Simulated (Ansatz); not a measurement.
# BaTlH$_{5}$ (P4/mmm)

Method: Ansatz 0.2.0, DFT PBE, scalar-relativistic, plane waves, PAW.

Settings: cutoff 420 eV, Γ-centred mesh 10×10×6 on the computed 7-atom cell, Gaussian smearing of 0.10 eV; no spin polarisation.

The structure is relaxed at this level of theory with its symmetry kept, and needn't be the ground state of this composition.

```cif
data_structure
_symmetry_space_group_name_H-M 'P 1'
_symmetry_Int_Tables_number 1
_cell_length_a 3.6986
_cell_length_b 3.6986
_cell_length_c 6.9904
_cell_angle_alpha 90.000
_cell_angle_beta 90.000
_cell_angle_gamma 90.000
_cell_volume 95.63
loop_
_atom_site_label
_atom_site_type_symbol
_atom_site_fract_x
_atom_site_fract_y
_atom_site_fract_z
_atom_site_occupancy
Ba1 Ba 0.00000 0.00000 0.00000 1
Tl1 Tl 0.00000 0.00000 0.50000 1
H1 H 0.50000 0.50000 0.00000 1
H2 H 0.50000 0.00000 0.31728 1
H3 H 0.00000 0.50000 0.31728 1
H4 H 0.50000 0.00000 0.68272 1
H5 H 0.00000 0.50000 0.68272 1
```

| Quantity | Value |
| --- | --- |
| Space group | P4/mmm (No. 123) |
| Volume per atom | 13.66 Å³ |
| Formation energy from the elements' standard states (uncorrected) | +0.325 eV/atom |
| Kohn–Sham band gap | none (metal) |
| Density of states at the Fermi level | 2.3 states/eV per cell |
| Orbital (Löwdin) character within 0.5 eV of the Fermi level | H 1s 80 %, unprojected 7 % |
| Bader charge by site (e) | Ba (1 in the cell) 1.30, Tl (1 in the cell) 0.65, H (1 in the cell) -0.63, H (4 in the cell) -0.33 |

Spin-orbit coupling is left out, which matters for the bands of heavy elements.

The cell was found from a structure generator's guess, not taken from experiment. Löwdin shares on free-atom orbitals overweight diffuse shells.
